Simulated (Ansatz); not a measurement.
VSi:
```
VSi
1.0
    2.79948     0.00000     0.00000
   -1.39974     2.42443     0.00000
    0.00000     0.00000     3.90032
V Si
1 1
Direct
  0.00000   0.00000   0.00000
  0.66667   0.33333   0.50000
```

Relaxed with PBE. Special points in fractions of this cell's reciprocal vectors: Γ (0.000, 0.000, 0.000); M (0.500, 0.000, 0.000); K (0.333, 0.333, 0.000); A (0.000, 0.000, 0.500); L (0.500, 0.000, 0.500); H (0.333, 0.333, 0.500).

Question: List the band energies nearest the Fermi level at these points for plane-wave PAW PBE (Ansatz code).

Answer: In eV from the Fermi level; about four levels below and three above (degenerate sets whole), none deeper than 8.9 eV; points with the same levels are listed once.

```
k                    below                above
-  -----------------------  -------------------
Γ              -3.04 -2.55  0.05 0.05 1.37 1.37
M  -6.97 -6.01 -3.13 -2.12       0.67 2.66 3.28
K  -4.76 -4.06 -2.38 -1.18       1.16 1.40 3.17
A              -6.92 -0.86  0.16 0.16 1.03 1.03
L  -5.06 -3.39 -0.83 -0.16       0.20 2.68 2.69
H  -4.59 -3.07 -2.66 -0.89       0.39 3.01 3.31
```

Space group P-6m2. A made-up cell: these elements were put on the sites of a structure type; neither database checked (COD, Materials Project) lists it. Its standing as an ambient phase is unchecked. The cell was relaxed with PBE under the symmetry of its start; its stability against distortions is not shown here. The workflow began spin-polarised and lost its moments.

Potentials: the later of the program's two PAW sets.
